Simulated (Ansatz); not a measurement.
Se (trigonal-Se type, space group P3_121)

```
CELL_PARAMETERS angstrom
      9.06910     0.00000     0.00000
     -2.26727     3.92703     0.00000
      0.00000     0.00000     5.04146
ATOMIC_POSITIONS crystal
  Se 0.10907 0.00000 0.83333
  Se 0.60907 0.00000 0.83333
  Se 0.00000 0.21814 0.16667
  Se 0.50000 0.21814 0.16667
  Se 0.39093 0.78186 0.50000
  Se 0.89093 0.78186 0.50000
```

Two-dimensional scan of atom 1 (Se, nearest neighbour Se at 2.400 Å; its periodic images, 4.5 Å or more away, move with it): u runs along (0.707, 0.707, 0.000), v along (0.000, 0.000, 1.000) (Cartesian). Cell and other atoms are fixed.

These are PBE (plane waves to 420 eV, PAW, scalar-relativistic; Ansatz, a first-principles code) values and carry that method's errors. k mesh 7×7×5 (Γ-centred), Fermi-Dirac smearing 0.05 eV. Energies are smeared free energies. Points where atoms come too close for the PAW data are left out (x in tables, blank in figures). As the smearing reaches across the gap at some points, energies and forces of such displacements shift with the k mesh and the smearing. Se was relaxed with its symmetry unable to fall. ΔE is measured from the undisplaced structure. Axes are in Å.

### Question
What ΔE (meV/cell) does the calculation give at all points of the grid u = -0.600, -0.400, -0.200, 0.000, 0.200, 0.400, 0.600 by v = -0.600, -0.400, -0.200, 0.000, 0.200, 0.400, 0.600?

### Answer
ΔE (meV/cell), with u across and v down:

| v \ u | -0.600 | -0.400 | -0.200 | 0.000 | 0.200 | 0.400 | 0.600 |
|---|---|---|---|---|---|---|---|
| -0.600 | x | x | 2977 | 1502 | 1004 | 1064 | 1402 |
| -0.400 | x | 2961 | 1367 | 645 | 497 | 702 | 1098 |
| -0.200 | 2595 | 1227 | 459 | 157 | 194 | 459 | 856 |
| 0.000 | 1133 | 479 | 113 | 0 | 97 | 353 | 715 |
| 0.200 | 769 | 441 | 234 | 158 | 218 | 403 | 691 |
| 0.400 | 1158 | 980 | 799 | 653 | 587 | 633 | 795 |
| 0.600 | 2151 | 2063 | 1832 | 1524 | 1238 | 1062 | 1043 |

(For displaced atoms, the force is minus the slope of the energy, and its curvature is a force constant, which sets phonon frequencies.)
